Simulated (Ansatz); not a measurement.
TaAl:
```
TaAl
1.0
    3.22549     0.00000     0.00000
    0.00000     3.22549     0.00000
    0.00000     0.00000     3.22549
Ta Al
1 1
Cartesian
  0.00000   0.00000   0.00000
  1.61275   1.61275   1.61275
```

Relaxed with PBE. Special points in fractions of this cell's reciprocal vectors: Γ (0.000, 0.000, 0.000); X (0.000, 0.500, 0.000); M (0.500, 0.500, 0.000); R (0.500, 0.500, 0.500).

List the band energies nearest the Fermi level at these points for PBE (plane waves, PAW; program Ansatz).

In eV from the Fermi level; about four levels below and three above (degenerate sets whole), none deeper than 8.9 eV; points with the same levels are listed once.

```json
[
 {"k": "Γ", "below": "-2.55 -2.55", "above": "2.55 2.55 2.55"},
 {"k": "X", "below": "-5.93 -1.46 -0.34 -0.34", "above": "3.00 4.54 5.72"},
 {"k": "M", "below": "-6.00 -2.80 -2.01 -2.01", "above": "0.53 0.53 4.57"},
 {"k": "R", "below": "-4.15 -4.15 -4.15 -0.02", "above": "3.17 3.17 3.17"}
]
```

Space group Pm-3m (CsCl type). The start of the workflow was typed in or built on a structure type; neither database checked (COD, Materials Project) lists it. Whether it is the stable phase at ambient conditions was not checked. Symmetry was held in the PBE relaxation; whether a distortion lowers the energy is not shown. The run is not spin-polarised. Spin–orbit coupling is left out wherever it is not named.

Potentials: the earlier of the program's two PAW sets.
